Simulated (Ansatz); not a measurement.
Given:

La3Te4:
```cif
data_La6Te8
_chemical_formula_sum 'La6 Te8'
_space_group_name_H-M_alt 'P 1'
_space_group_IT_number 1
_cell_length_a 8.41420
_cell_length_b 8.41420
_cell_length_c 8.41420
_cell_angle_alpha 109.471
_cell_angle_beta 109.471
_cell_angle_gamma 109.471
loop_
_space_group_symop_operation_xyz
  'x, y, z'
loop_
_atom_site_label
_atom_site_type_symbol
_atom_site_fract_x
_atom_site_fract_y
_atom_site_fract_z
_atom_site_occupancy
La1 La 0.87500 0.12500 0.75000 1
La2 La 0.62500 0.37500 0.25000 1
La3 La 0.75000 0.87500 0.12500 1
La4 La 0.25000 0.62500 0.37500 1
La5 La 0.12500 0.75000 0.87500 1
La6 La 0.37500 0.25000 0.62500 1
Te1 Te 0.64969 0.64969 0.64969 1
Te2 Te 0.35031 0.50000 0.00000 1
Te3 Te 0.50000 0.00000 0.85031 1
Te4 Te 0.00000 0.35031 0.50000 1
Te5 Te 0.85031 0.50000 0.00000 1
Te6 Te 0.14969 0.14969 0.14969 1
Te7 Te 0.00000 0.85031 0.50000 1
Te8 Te 0.50000 0.00000 0.35031 1
```

This is the r²SCAN-relaxed structure.

Q: All from r²SCAN (plane waves, PAW; program Ansatz), unless another level is named. Estimate the electronic character.

A: metallic (no gap).

Q: Give the density of states at the Fermi level.

A: 1.0 states/eV per atom (mean over ±0.08 eV).

Q: Predict the formation energy from the elements (no fitted shifts).

A: -1.86 eV/atom.

Space group I-43d. The first step of the workflow began from a Materials Project structure, measured or hypothetical; the Crystallography Open Database files this formula in space group No. 220, but the cells were not matched. Whether it is the stable phase at ambient conditions was not checked. The r²SCAN relaxation kept the symmetry of its start; whether a distortion lowers the energy is not shown. The references are the lowest solids computed at this level, not always the standard phases. Scalar-relativistic: spin–orbit coupling is off unless named, which matters more the heavier the elements.

Potentials: the earlier of the program's two PAW sets.
